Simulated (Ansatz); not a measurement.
CdIn2O4:
```cif
data_Cd2In4O8
_chemical_formula_sum 'In4 O8 Cd2'
_space_group_name_H-M_alt 'P 1'
_space_group_IT_number 1
_cell_length_a 6.49897
_cell_length_b 6.49897
_cell_length_c 6.49897
_cell_angle_alpha 60.000
_cell_angle_beta 60.000
_cell_angle_gamma 60.000
loop_
_space_group_symop_operation_xyz
  'x, y, z'
loop_
_atom_site_label
_atom_site_type_symbol
_atom_site_fract_x
_atom_site_fract_y
_atom_site_fract_z
_atom_site_occupancy
In1 In 0.12500 0.12500 0.12500 1
In2 In 0.62500 0.12500 0.12500 1
In3 In 0.12500 0.12500 0.62500 1
In4 In 0.12500 0.62500 0.12500 1
O1 O 0.36226 0.36226 0.36226 1
O2 O 0.33679 0.88774 0.88774 1
O3 O 0.36226 0.36226 0.91321 1
O4 O 0.88774 0.33679 0.88774 1
O5 O 0.91321 0.36226 0.36226 1
O6 O 0.88774 0.88774 0.88774 1
O7 O 0.36226 0.91321 0.36226 1
O8 O 0.88774 0.88774 0.33679 1
Cd1 Cd 0.50000 0.50000 0.50000 1
Cd2 Cd 0.75000 0.75000 0.75000 1
```

Relaxed with PBEsol.

Task: Which orbitals make up the states near the band edges in the program Ansatz at the PBEsol level (PAW)?

Result: Top 1 eV of the valence band: O 2p 90 %. Bottom 1 eV of the conduction band: Cd 5s 29 %, In 5s 25 %, O 2s 22 %, O 2p 19 %. Projections are on Löwdin-orthogonalised atomic valence shells; empty p or d shells of many metals are not among them.

Task: Tabulate the density of states.

Result: States/eV per cell of 14 atoms, in 0.25 eV bins, energy from the valence-band maximum.

| E (eV) | total | O 2p | Cd 4d | In 5p |
|---|---|---|---|---|
| -7.85 | 0.00 | 0.00 | 0.00 | 0.00 |
| -7.60 | 0.00 | 0.00 | 0.00 | 0.00 |
| -7.35 | 0.00 | 0.00 | 0.00 | 0.00 |
| -7.10 | 0.00 | 0.00 | 0.00 | 0.00 |
| -6.85 | 0.00 | 0.00 | 0.00 | 0.00 |
| -6.60 | 0.00 | 0.00 | 0.00 | 0.00 |
| -6.35 | 7.07 | 1.29 | 5.30 | 0.12 |
| -6.10 | 23.35 | 3.43 | 18.74 | 0.44 |
| -5.85 | 46.40 | 3.29 | 42.06 | 0.30 |
| -5.60 | 3.18 | 0.07 | 3.09 | 0.00 |
| -5.35 | 0.00 | 0.00 | 0.00 | 0.00 |
| -5.10 | 0.00 | 0.00 | 0.00 | 0.00 |
| -4.85 | 0.40 | 0.26 | 0.00 | 0.00 |
| -4.60 | 7.02 | 4.30 | 0.28 | 0.12 |
| -4.35 | 11.19 | 6.37 | 1.11 | 0.18 |
| -4.10 | 5.76 | 3.15 | 0.76 | 0.16 |
| -3.85 | 6.48 | 3.59 | 0.88 | 0.23 |
| -3.60 | 4.53 | 2.60 | 0.59 | 0.20 |
| -3.35 | 3.60 | 2.39 | 0.28 | 0.46 |
| -3.10 | 11.07 | 7.57 | 0.64 | 2.01 |
| -2.85 | 7.94 | 5.51 | 0.38 | 1.06 |
| -2.60 | 7.53 | 5.50 | 0.39 | 0.71 |
| -2.35 | 9.91 | 7.41 | 0.54 | 0.91 |
| -2.10 | 13.81 | 11.18 | 0.53 | 1.28 |
| -1.85 | 6.63 | 5.46 | 0.18 | 0.62 |
| -1.60 | 10.44 | 8.90 | 0.29 | 0.84 |
| -1.35 | 7.91 | 6.87 | 0.20 | 0.43 |
| -1.10 | 11.80 | 10.29 | 0.36 | 0.48 |
| -0.85 | 12.12 | 10.62 | 0.49 | 0.39 |
| -0.60 | 17.63 | 15.69 | 0.73 | 0.40 |
| -0.35 | 17.80 | 16.06 | 0.71 | 0.22 |
| -0.10 | 18.40 | 17.03 | 0.54 | 0.07 |
| 0.15 | 0.00 | 0.00 | 0.00 | 0.00 |
| 0.40 | 0.00 | 0.00 | 0.00 | 0.00 |
| 0.65 | 0.00 | 0.00 | 0.00 | 0.00 |
| 0.90 | 0.00 | 0.00 | 0.00 | 0.00 |
| 1.15 | 0.02 | 0.00 | 0.00 | 0.00 |
| 1.40 | 0.08 | 0.01 | 0.00 | 0.00 |
| 1.65 | 0.14 | 0.03 | 0.00 | 0.01 |
| 1.90 | 0.20 | 0.05 | 0.00 | 0.01 |
| 2.15 | 0.28 | 0.07 | 0.00 | 0.02 |
| 2.40 | 0.37 | 0.10 | 0.00 | 0.03 |
| 2.65 | 0.46 | 0.13 | 0.00 | 0.04 |
| 2.90 | 0.58 | 0.17 | 0.00 | 0.06 |
| 3.15 | 0.70 | 0.20 | 0.00 | 0.08 |
| 3.40 | 0.85 | 0.25 | 0.00 | 0.11 |
| 3.65 | 1.11 | 0.33 | 0.00 | 0.16 |
| 3.90 | 1.07 | 0.33 | 0.00 | 0.16 |
| 4.15 | 1.43 | 0.43 | 0.00 | 0.25 |
| 4.40 | 1.61 | 0.47 | 0.00 | 0.31 |
| 4.65 | 1.91 | 0.53 | 0.00 | 0.39 |
| 4.90 | 2.79 | 0.73 | 0.00 | 0.57 |
| 5.15 | 3.52 | 0.76 | 0.01 | 0.64 |
| 5.40 | 2.32 | 0.65 | 0.00 | 0.38 |
| 5.65 | 5.55 | 1.44 | 0.01 | 0.88 |

Space group Fd-3m (spinel). The PBEsol relaxation kept the symmetry of its start. Spin–orbit coupling is left out wherever it is not named.

Potentials: the later of the program's two PAW sets.
